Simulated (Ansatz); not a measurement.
Consider the following.

SnP2O7:
```yaml
crystal:
  lattice:
    - [-5.11797, 0.00000, 0.00000]
    - [-0.17545, -3.05294, -7.83679]
    - [-0.14279, -6.75905, 0.00000]
  atoms:
    - { symbol: Sn, position: [0.75812, 0.26901, 0.78994] }
    - { symbol: Sn, position: [0.24188, 0.73099, 0.21006] }
    - { symbol: P, position: [0.75279, 0.83635, 0.88368] }
    - { symbol: P, position: [0.24721, 0.16365, 0.11632] }
    - { symbol: P, position: [0.72290, 0.68745, 0.54862] }
    - { symbol: P, position: [0.27710, 0.31255, 0.45138] }
    - { symbol: O, position: [0.82262, 0.52218, 0.71368] }
    - { symbol: O, position: [0.17738, 0.47782, 0.28632] }
    - { symbol: O, position: [0.96453, 0.21638, 0.05953] }
    - { symbol: O, position: [0.03547, 0.78362, 0.94047] }
    - { symbol: O, position: [0.90410, 0.75992, 0.35834] }
    - { symbol: O, position: [0.09590, 0.24008, 0.64166] }
    - { symbol: O, position: [0.71441, 0.82738, 0.65533] }
    - { symbol: O, position: [0.28559, 0.17262, 0.34467] }
    - { symbol: O, position: [0.69113, 0.01960, 0.85127] }
    - { symbol: O, position: [0.30887, 0.98040, 0.14873] }
    - { symbol: O, position: [0.56257, 0.71351, 0.03713] }
    - { symbol: O, position: [0.43743, 0.28649, 0.96287] }
    - { symbol: O, position: [0.55621, 0.32513, 0.51599] }
    - { symbol: O, position: [0.44379, 0.67487, 0.48401] }
```

This is the r²SCAN-relaxed structure.

Problem. All from plane-wave PAW r²SCAN (Ansatz code), unless another level is named. Estimate the band gap.

Solution. 5.08 eV (indirect).

Problem. Predict the smallest direct gap on the standard path.

Solution. 5.21 eV.

Problem. Give the conduction-band minimum.

Solution. at Γ.

Space group P-1. The first step of the workflow began from a Materials Project structure, measured or hypothetical; the Crystallography Open Database copy checked does not list it. COD files the formula under space group No. 205. Entries of such low symmetry are often ordered models of mixed-site phases. Its standing as an ambient phase is unchecked. The cell was relaxed with r²SCAN under the symmetry of its start; whether a distortion lowers the energy is not shown. Scalar-relativistic: spin–orbit coupling is off unless named, which matters more the heavier the elements.

Potentials: the later of the program's two PAW sets.
